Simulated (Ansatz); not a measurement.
La$_{3}$Tl: levels along high-symmetry lines

```xyz
4
Lattice="5.0600 0.0000 0.0000 0.0000 5.0600 0.0000 0.0000 0.0000 5.0600" Properties=species:S:1:pos:R:3 pbc="T T T"
La    0.0000    2.5300    2.5300
La    2.5300    0.0000    2.5300
La    2.5300    2.5300    0.0000
Tl    0.0000    0.0000    0.0000
```

Atom numbers follow the list: La1, La2, La3, Tl4.

The geometry is COD entry 1522573, unchecked; take it as a test cell.

Spin–orbit coupling is left out, though it moves levels of the heavy atoms by tenths of an eV or more.

These are results of DFT, LDA, all-electron LAPW, scalar-relativistic (Ansatz 0.2.0), not measurements.

Sampling and basis: a Γ-centred 8×8×8 k mesh, Fermi–Dirac smearing of 0.08 eV, basis error target 0.5 meV/atom, no spin polarisation.

Points in fractions of the reciprocal vectors of this cell: Γ (0, 0, 0), X (0, 0.5, 0), M (0.5, 0.5, 0), R (0.5, 0.5, 0.5). The path runs Γ–X–M–Γ–R–X–R–M. Energies are in eV from the Fermi level; (×n) counts levels within 4 meV of each other, which need not be degenerate by symmetry.

Q: Metal or insulator at this level of theory?

A: No gap opens: metallic or semimetallic.

Q: Tabulate bands 57 to 64, counted from the lowest band of the run, along the path.

A: 
```
k (1/Å)  point  band 57  band 58  band 59  band 60  band 61  band 62  band 63  band 64
   0.00      Γ    -2.64    -0.81    -0.81    -0.81    -0.77    -0.77     0.80     0.80
   0.09           -2.59    -0.83    -0.80    -0.79    -0.79    -0.72     0.72     0.78
   0.18           -2.45    -1.02    -0.78    -0.75    -0.75    -0.58     0.60     0.73
   0.27           -2.22    -1.35    -0.74    -0.71    -0.71    -0.36     0.58     0.72
   0.35           -2.00    -1.69    -0.69    -0.69    -0.69    -0.06     0.70     0.77
   0.44           -2.20    -1.56    -0.70    -0.70    -0.65     0.27     0.89     0.91
   0.53           -2.45    -1.31    -0.72    -0.72    -0.61     0.56     1.07     1.07
   0.62      X    -2.55    -1.20    -0.73    -0.73    -0.60     0.70     1.05     1.08
   0.71           -2.50    -1.17    -0.77    -0.77    -0.56     0.67     1.01     1.02
   0.80           -2.36    -1.06    -0.89    -0.87    -0.44     0.55     0.83     0.99
   0.89           -2.14    -1.04    -1.01    -0.89    -0.26     0.37     0.65     1.03
   0.98           -1.88    -1.19    -1.15    -0.67    -0.02     0.20     0.51     1.02
   1.06           -1.62    -1.32    -1.26    -0.43     0.05     0.24     0.41     1.02
   1.15           -1.43    -1.40    -1.34    -0.20    -0.04     0.33     0.50     1.01
   1.24      M    -1.43    -1.36    -1.36    -0.07    -0.07     0.26     0.63     1.01
   1.37           -1.48    -1.37    -1.32    -0.33     0.04     0.33     0.43     0.88
   1.49           -1.68    -1.23    -1.22    -0.78     0.18     0.20     0.38     0.56
   1.62           -1.75    -1.22    -1.15    -1.05    -0.12     0.13     0.16     0.87
   1.74           -1.91    -1.29    -1.05    -0.93    -0.40    -0.22     0.27     0.81
   1.87           -2.27    -0.94    -0.94    -0.86    -0.61    -0.54     0.44     0.54
   1.99           -2.54    -0.83    -0.82    -0.79    -0.74    -0.73     0.56     0.74
   2.12      Γ    -2.64    -0.81    -0.81    -0.81    -0.77    -0.77     0.80     0.80
   2.27           -2.50    -0.88    -0.78    -0.78    -0.72    -0.72     0.40     0.86
   2.43           -2.14    -1.25    -0.78    -0.78    -0.49    -0.49     0.11     1.02
   2.58           -2.04    -1.37    -0.75    -0.75    -0.16    -0.16     0.36     1.12
   2.73           -2.07    -0.97    -0.67    -0.67     0.13     0.13     0.80     0.83
   2.89           -1.68    -0.69    -0.69    -0.55     0.10     0.10     0.86     0.86
   3.04           -1.23    -0.94    -0.94    -0.04     0.20     0.20     1.13     1.13
   3.20      R    -1.07    -1.07    -1.07     0.30     0.30     0.30     1.17     1.34
   3.32           -1.13    -1.08    -0.93     0.09     0.19     0.25     1.14     1.18
   3.45           -1.28    -1.20    -0.56    -0.16    -0.15     0.11     0.94     1.00
   3.57           -1.52    -1.43    -0.54    -0.07    -0.05    -0.05     0.72     0.79
   3.70           -1.85    -1.49    -0.82    -0.29     0.24     0.31     0.45     0.58
   3.82           -2.19    -1.29    -0.99    -0.51    -0.21     0.58     0.59     0.84
   3.95           -2.45    -1.14    -0.93    -0.67    -0.51     0.65     0.91     1.00
   4.07      X    -2.55    -1.20    -0.73    -0.73    -0.60     0.70     1.05     1.08
   4.95      R    -1.07    -1.07    -1.07     0.30     0.30     0.30     1.17     1.34
   5.04           -1.07    -1.07    -1.03     0.20     0.25     0.25     1.15     1.24
   5.13           -1.08    -1.08    -0.91    -0.08     0.13     0.13     1.10     1.14
   5.22           -1.12    -1.12    -0.71    -0.44     0.01     0.01     1.01     1.06
   5.31           -1.19    -1.19    -0.81    -0.46    -0.06    -0.06     0.91     1.02
   5.39           -1.27    -1.27    -1.13    -0.17    -0.07    -0.07     0.81     1.00
   5.48           -1.35    -1.34    -1.34    -0.07    -0.07     0.11     0.70     1.01
   5.57      M    -1.43    -1.36    -1.36    -0.07    -0.07     0.26     0.63     1.01
```
